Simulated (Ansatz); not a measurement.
An element in the bcc structure gives these cold pressures by all-electron LAPW under LDA (Ansatz 0.2.0, scalar-relativistic, no spin polarisation).

```csv
V (Å³/atom),P (GPa)
22.69,0.00
20.87,5.60
19.06,13.37
17.24,24.1
15.43,39.3
13.61,61.3
11.80,93.6
10.21,135.1
```

Question: Which element is it?

Answer: Sc. Its zero-pressure volume in this structure is near 22.7 Å³/atom; the volume and the steepness of P(V) together point to it, though neighbours can come close. Neighbours weren't tried against these numbers.
